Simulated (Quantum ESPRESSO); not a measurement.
## Al2Hf2Pt2Sn2 in 6 site orders

Calculated results; nothing here was measured. They come from Quantum ESPRESSO 7.5, a public plane-wave density functional program. Each row is one single-point run on a made-up periodic cell of eight metal atoms, with elements, volume, strain and displacements drawn at random and not relaxed, so a cell may be unstable or far from any real phase. There is no spin polarisation or spin-orbit coupling.

Settings: PBE unless stated; PseudoDojo standard norm-conserving files; Fermi-Dirac width 0.25 eV, which means electrons at about 2900 K; cutoff 1143 eV; 5 x 5 x 4 k mesh shifted half a step off Gamma. E is the free energy of the whole cell (internal energy minus TS), so a -TS column is already part of it. Stress is positive in tension, and the pressure P is minus a third of its trace.

Checks: one run of this series was repeated at a higher cutoff and on a denser mesh, which moved values by no more than 0.005 eV, 0.05 GPa and 0.012 eV/Å, and a second program with other atomic files agreed on it to 2 % rms in force and 0.5 GPa in pressure. Known limits: the tin pseudopotential is less sure than most, with forces differing by about three percent from a second method on plain tin; heavy elements are run without spin-orbit coupling, which real alloys of them have; a spin test at this wide smearing found no moment, but such smearing suppresses magnetism that the real alloy may have.

The lattice is hexagonal close-packed, and the cell vectors in Å are (-0.005, -0.052, -4.800); (0.011, 5.105, 0.056); (6.059, 0.013, 0.007), a volume of 148.44 Å³. The runs put one composition on the same eight displaced sites in different orders. E is counted from run 1, and the rms force is over all 24 components. Nothing is relaxed, so E mixes bonding between neighbours with strain on unrelaxed sites, and it is not an ordering energy.

```
run,elements on sites 1 to 8,E (eV),-TS (eV),rms force (eV/Å),largest force (eV/Å),P (GPa)
1,Pt Pt Sn Al Sn Al Hf Hf,0.000,-0.996,1.015,2.96,6.29
2,Sn Pt Al Pt Sn Hf Al Hf,0.842,-1.117,1.239,3.77,7.70
3,Sn Hf Pt Pt Al Hf Sn Al,0.317,-1.050,0.745,1.80,6.16
4,Pt Sn Hf Pt Al Al Hf Sn,0.549,-1.061,0.703,2.16,?
5,Pt Sn Hf Al Pt Al Hf Sn,0.395,-1.068,0.937,2.58,5.86
6,Al Hf Pt Sn Hf Pt Sn Al,-0.354,-0.975,0.725,2.17,4.27
```

## Worked fit

A straight line through the runs shown gives P = 5.47 + 2.46 E GPa with E in eV, an error of 0.69 on the slope and a scatter of 0.62 GPa. At this fixed volume the orders of higher energy tend to have the higher pressure.

## Withheld value

Question: what pressure should run 4 give?

The fit gives 6.82 ± 0.71 GPa. The calculation gave 5.40 GPa.
